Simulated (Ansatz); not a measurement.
A trial cell of YbPb5, before relaxation:

```
Yb Pb
1.0
     3.54881    0.00000    0.00000
     0.00000    3.54881    0.00000
     0.00000    0.00000   15.03266
Yb Pb
1 5
Direct
  0.50000 0.50000 0.00000
  0.50000 0.50000 0.33448
  0.50000 0.50000 0.66552
  0.00000 0.00000 0.17599
  0.00000 0.00000 0.82401
  0.00000 0.00000 0.50000
```

Computed with Ansatz 0.2.0, DFT PBE, scalar-relativistic, plane waves, PAW. Cutoff 420 eV, Gaussian smearing, Γ-centred meshes. Cell and atoms relax first on a coarse mesh and then on a finer one. In between, the cell is made exact in the group found at 0.06 Å. In metals the finer mesh still leaves noise of several meV/atom or more. The steps can't lower the symmetry of their start. No spin polarisation in the relaxation; trial moments died out in a coarse test.

A guess keeps its type if space group and coordination stay and the shape of the cell changes little (axis ratios within about 15 %, angles within 6°); the volume may change.

**Question.** Does it keep its structure type, or change into something else?

**Answer.** It keeps its type. The symmetry stays P4/mmm (No. 123). The volume per atom shrinks by 0.5 %, from 31.6 to 31.4 Å³. The shortest distance goes from 3.46 Å (Pb–Pb) to 3.43 Å (Yb–Pb). The ratio c/a of the conventional cell changes by a factor of 0.91. Counting neighbours within 15 % of an atom's shortest distance, the start has Pb 12, Yb 12 and the end Pb 12, Yb 12.

The last run used a 10×10×4 mesh (in the run's order of axes) for its 6-atom cell and Gaussian smearing of 0.10 eV. These runs have no spin–orbit coupling, which can matter for Pb. The 4f shell of Yb is treated without a Hubbard U. Trial moments died out on the coarse mesh, so the last step has no spin; another magnetic start might hold. Symmetry constrained the relaxation, so the result can be a saddle point.
